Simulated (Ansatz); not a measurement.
## Ansatz 0.2.0, settings compared: Rb2CS2

The command:

```bash
ansatz run input.yaml --threads 1 --pin off --max-ram 2560MiB --backend cpu --events-out ev --progress --plain --runs-dir out
```

Input:

```yaml
crystal:
  lattice:
    - [0.0, 0.0, 6.292187]
    - [7.444872, 0.0, 0.0]
    - [3.722436, 6.759638, -3.146094]
  atoms:
    - { symbol: C, position: [0.25, 0.0, 0.0] }
    - { symbol: C, position: [0.75, 0.0, 0.0] }
    - { symbol: S, position: [0.9047, 0.2732, 0.8094] }
    - { symbol: S, position: [0.0953, 0.7268, 0.1906] }
    - { symbol: S, position: [0.5953, 0.0826, 0.1906] }
    - { symbol: S, position: [0.4047, 0.9174, 0.8094] }
    - { symbol: Rb, position: [0.1504, 0.1924, 0.3008] }
    - { symbol: Rb, position: [0.8496, 0.8076, 0.6992] }
    - { symbol: Rb, position: [0.3496, 0.4932, 0.6992] }
    - { symbol: Rb, position: [0.6504, 0.5068, 0.3008] }
  symmetry: { tolerance: 0.0003 }
kpoints:
  mp_grid: { grid: [3, 3, 3], shift: [0, 0, 0] }
magnetization:
  spin_polarized: false
scf:
  occupations: { method: fermi_dirac }
hamiltonian:
  pseudopotentials: { kind: paw }
  xc: pbe
basis:
  ecutwfc: 420
output:
  forces: true
  stress: true
  eigenvalues: true
  write_density: true
  write_potential: true
  elf: true
  volumetric_format: npy
```

Origin of the cell: a known structure type with other elements, at an estimated volume, so it need not be a known compound.

The smearing width isn't typed, so it takes its default of 0.1 eV.

Output of this run (shortened):

```
Pseudopotentials: kind: paw
Pseudopotential: C, paw, valence charge 4, recommended cutoff 420 eV (normal), C.paw.azcp
Pseudopotential: S, paw, valence charge 6, recommended cutoff 420 eV (normal), S.paw.azcp
Pseudopotential: Rb, paw, valence charge 9, recommended cutoff 420 eV (normal), Rb.paw.azcp
Functional definition: PBE
  exchange = pbe_x(kappa = kappa, mu = beta*pi^2/3)
  correlation = pbe_c(beta = beta)
Crystal: 10 atoms, lattice volume = 316.652 Å³
Basis set: ecut = 420 eV, 6181 PW (Γ), exchange–correlation on 90×100×120 points (8 copies of the dense FFT grid, shifted against one another)
Bands: 44, of which v1, the nominal top of the filled ones, is band 34 counted from 1 (33 counted from 0)
Symmetry: 8 space group operations
Space group: Ibam (ITA 72), of the structure as read, at distance tolerance 2.0e-3 Å
[… 7 lines left out …]
Initial density: superposition of atomic densities (neutral atoms: chi_scale 0, normalization atom), corrected by the library's trained network
Functional: x = pbe(κ = 0.804, μ = 0.219515), c = pbe(β = 0.066725)
SCF iter   1: F=—  HF=-17176.597635 eV  Δρ=5.39e-3  dr2=1.38e-1
SCF iter   2: F=—  HF=-17176.589077 eV  Δρ=3.43e-3  dr2=6.96e-2
SCF iter   3: F=—  HF=-17176.580538 eV  Δρ=1.42e-3  dr2=4.87e-3
SCF iter   4: F=—  HF=-17176.581299 eV  Δρ=1.84e-4  dr2=1.43e-4
SCF iter   5: F=—  HF=-17176.581469 eV  Δρ=5.27e-5  dr2=1.08e-5
SCF iter   6: F=—  HF=-17176.581481 eV  Δρ=1.09e-5  dr2=3.69e-7
SCF iter   7: F=-17176.581481 eV  HF=-17176.581481 eV  Δρ=2.61e-6  dr2=3.01e-8
SCF 1 converged in 7 iterations: F = -17176.581481 eV  dr2 = 3.01e-8
SCF converged after 7 iterations
Free energy (F): -17176.581481 eV
Harris-Foulkes:  -17176.581481 eV  (|F-HF|=4.52e-8)
Internal energy: -17176.580367 eV  (E = F + TS)
E sigma→0 (E₀):  -17176.580924 eV
Entropy (-TS):   -0.001115 eV (-0.111 meV/atom)
Fermi energy:    4.428540 eV
--- Per-component energies (eV) ---
  E_band       = -404.747071
  E_kinetic    = 1328.764116
  E_local      = -3044.736625  (includes V_loc(G=0)·N_el)
  E_nonlocal   = 864.151991
  E_hartree    = 811.192765
  E_xc         = -995.849426
  E_vxc        = -1001.324468  (∫ρ·V_xc dr)
  E_paw        = -13065.851648  (= ΣΔE_a)
  E_vpaw       = -173.985801  (= ΣTr[D̂ρ^β])
  E_aug_tail   = 0.000002  (compensation charges beyond the density's cutoff)
  E_ewald      = -3074.251541
  E_smearing   = -0.001115  (= −TS)
  Σ components = -17176.581481   (vs F -17176.581481, Δ=0.00e0)
--- Forces (eV/Å), atoms counted from 1 ---
  atom   1  C      0.000000    -0.000000     0.000000
  atom   2  C     -0.000000     0.000000    -0.000000
  atom   3  S     -0.811028     0.747439    -0.000000
[… 2 lines left out …]
  atom   6  S      0.811028     0.747439    -0.000000
  atom   7  Rb    -0.307676    -0.294490     0.000000
  atom   8  Rb     0.307676     0.294490    -0.000000
  atom   9  Rb    -0.307676     0.294490    -0.000000
  atom  10  Rb     0.307676    -0.294490     0.000000
  max |Σ_I F_I| component: 5.55e-17 eV/Å
--- Stress (GPa, compression-positive) ---
       -4.486859       0.000000       0.000000
        0.000000      -4.017536       0.000000
        0.000000       0.000000      -3.673016
  P = ⅓ Tr σ = -4.0591 GPa (-40.591 kbar)
```

The same input was run again with these changes:

1. `scf.n_extra_bands` default → 16; `scf.lower_state_search` default → light; `scf.occupations.method` fermi_dirac → tetrahedron_uncorrected
2. `accuracy` default → low; `hamiltonian.xc` pbe → lda
3. `scf.mixing.algorithm` default → msr1; `scf.mixing.beta` default → 0.9; `accuracy` default → low; `crystal.symmetry` { tolerance: 0.0003 } → { detect: false }
4. `scf.mixing.preconditioner` default → kerker; `scf.occupations.method` fermi_dirac → gaussian; `scf.occupations.width` default → 0.2

```json
{"run": "base", "end": "converged", "SCF iterations": "7", "P (GPa)": "-4.06", "max force component (eV/Å)": "0.811", "moment (μB)": "–", "ΔE(σ→0) (meV/atom)": "0"}
{"run": "1", "end": "converged", "SCF iterations": "7", "P (GPa)": "-4.06", "max force component (eV/Å)": "0.811", "moment (μB)": "–", "ΔE(σ→0) (meV/atom)": "-0.04"}
{"run": "2", "end": "converged", "SCF iterations": "7", "P (GPa)": "-6.51", "max force component (eV/Å)": "0.951", "moment (μB)": "–", "ΔE(σ→0) (meV/atom)": "–"}
{"run": "3", "end": "converged", "SCF iterations": "9", "P (GPa)": "-4.06", "max force component (eV/Å)": "0.811", "moment (μB)": "–", "ΔE(σ→0) (meV/atom)": "0.00"}
{"run": "4", "end": "converged", "SCF iterations": "8", "P (GPa)": "-4.06", "max force component (eV/Å)": "0.811", "moment (μB)": "–", "ΔE(σ→0) (meV/atom)": "-0.04"}
```

Energies are compared only where functional, datasets, charge and starting cell are the same.

Not properties of the system: run 2 (too coarse or loose: `accuracy` = low).

Run 4: wide smearing.

The base run took 9.3 s on 1 thread of Arm Neoverse V2, with other jobs on the host, peak memory 0.49 GiB, from the program's own first density.
